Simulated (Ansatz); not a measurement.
**Calculated with Ansatz: Rb3HO2, relaxation**

Run with:

```bash
ansatz run input.yaml --threads 2 --pin off --max-ram 3584MiB --backend cpu --events-out ev --progress --plain --runs-dir out
```

Input:

```yaml
crystal:
  lattice:
    - [0.0, 0.0, 6.87549]
    - [6.338306, 0.0, 0.0]
    - [3.169153, 6.338306, -3.437745]
  atoms:
    - { symbol: O, position: [0.1344, 0.1391, 0.2688] }
    - { symbol: O, position: [0.8656, 0.8609, 0.7312] }
    - { symbol: O, position: [0.3656, 0.4079, 0.7312] }
    - { symbol: O, position: [0.6344, 0.5921, 0.2688] }
    - { symbol: Rb, position: [0.25, 0.5, 0.0] }
    - { symbol: Rb, position: [0.75, 0.5, 0.0] }
    - { symbol: H, position: [0.0, 0.0, 0.0] }
    - { symbol: H, position: [0.5, 0.0, 0.0] }
    - { symbol: Rb, position: [0.4905, 0.7595, 0.481] }
    - { symbol: Rb, position: [0.0095, 0.2405, 0.519] }
    - { symbol: Rb, position: [0.5095, 0.2405, 0.519] }
    - { symbol: Rb, position: [0.9905, 0.7595, 0.481] }
  symmetry: { tolerance: 0.0003 }
kpoints:
  mp_grid: { grid: [4, 4, 4], shift: [0, 0, 0] }
magnetization:
  spin_polarized: false
scf:
  occupations: { method: fermi_dirac, width: 0.0243 }
  lower_state_search: "off"
hamiltonian:
  pseudopotentials: { kind: paw }
  xc: r2scan
basis:
  ecutwfc: 500
  fft_grid_basis: typed
relax:
  max_steps: 60
  cell: { p_target: 0.0 }
output:
  forces: true
  stress: true
  eigenvalues: true
  bader: true
  populations: true
  elf: true
  write_potential: true
  volumetric_format: npy
  dos:
    e_range: [-12, 8]
    de: 0.05
    projected: { site_lists: { H: [H], O: [O], Rb: [Rb] } }
  write_density: true
checkpoint:
  read: saved_state
```

Origin of the cell: a known structure type with other elements, at an estimated volume, so it need not be a known compound.

The saved state is a converged single point of the same cell.

Steps («new basis» is an SCF on plane waves selected anew at the same cell):

```
step  ΔF (meV/atom)  max force component (eV/Å)  P (GPa)  volume (Å³)  SCF iterations   step was
   1            0.0                       0.630     0.08       276.22               6   accepted
   2          -80.9                       0.621    -0.99       276.16               8   accepted
   3         -165.7                       0.903    -1.21       268.75               7   accepted
   4         -272.5                       1.226    -1.26       261.62               7   accepted
   5         -396.4                       1.401    -0.97       255.21               7   accepted
   6         -503.9                       0.987     0.04       250.02               7   accepted
   7         -531.9                       1.019     0.79       247.34               7   accepted
   8         -578.7                       0.866     1.52       251.99               7   accepted
   9         -623.0                       0.520     1.46       249.81               8   accepted
  10         -662.9                       0.691     0.59       252.31               8   accepted
  11         -686.3                       0.245     0.53       261.66               8   accepted
  12         -695.6                       0.096     0.21       267.80               8   accepted
  13         -696.8                       0.034    -0.05       277.71               7   accepted
  14         -696.8                       0.002    -0.01       278.02               6   accepted
  15         -697.2                       0.003     0.03       278.02               7  new basis
  16         -697.2                       0.009    -0.01       278.48               6   accepted
  17         -697.2                       0.008    -0.01       278.48               5  new basis
```

The starting structure.

Space group Ibam (No. 72); the run's cell has a = 6.875 Å, b = 6.338 Å, c = 7.876 Å, α = 66.27°, β = 115.88°, γ = 90.00°. Shortest distances: H–O 2.43 Å, O–Rb 2.74 Å, Rb–Rb 3.18 Å, H–H 3.44 Å, H–Rb 3.50 Å.

The relaxed structure.

Space group Cmmm (No. 65); the run's cell has a = 7.600 Å, b = 6.725 Å, c = 7.445 Å, α = 63.15°, β = 120.69°, γ = 90.00°. Shortest distances: H–O 1.24 Å, O–O 2.48 Å, H–Rb 2.52 Å, O–Rb 2.81 Å, Rb–Rb 3.32 Å.

```yaml
crystal:
  lattice:
    - [0.00000, 0.00000, 7.59999]
    - [6.72484, 0.00000, 0.00000]
    - [3.36242, 5.44876, -3.79999]
  atoms:
    - { symbol: O, position: [0.00002, 0.18472, 0.00003] }
    - { symbol: O, position: [0.99998, 0.81528, 0.99997] }
    - { symbol: O, position: [0.49998, 0.18475, 0.99997] }
    - { symbol: O, position: [0.50002, 0.81525, 0.00003] }
    - { symbol: Rb, position: [0.25000, 0.50000, 0.00000] }
    - { symbol: Rb, position: [0.75000, 0.50000, 0.00000] }
    - { symbol: H, position: [0.00000, 0.00000, 0.00000] }
    - { symbol: H, position: [0.50000, 0.00000, 0.00000] }
    - { symbol: Rb, position: [0.40217, 0.84783, 0.30435] }
    - { symbol: Rb, position: [0.09783, 0.15217, 0.69565] }
    - { symbol: Rb, position: [0.59783, 0.15217, 0.69565] }
    - { symbol: Rb, position: [0.90217, 0.84783, 0.30435] }
```

```yaml
Free_energy_lowered_by: 697.2 meV/atom
Volume_change: 0.82 %
Final_pressure: -0.01 GPa
Relaxation_steps_listed: 17
Gap_on_the_mesh: 1.08 eV
```

Caveats: the relaxation held the start's symmetry, so the end may be a saddle point.

It ran for 7.7 min on 2 threads of Intel(R) Xeon(R) Platinum 8259CL CPU @ 2.50GHz (Skylake/Cascade Lake), on a shared host, peak memory 1.5 GiB, from a saved density.
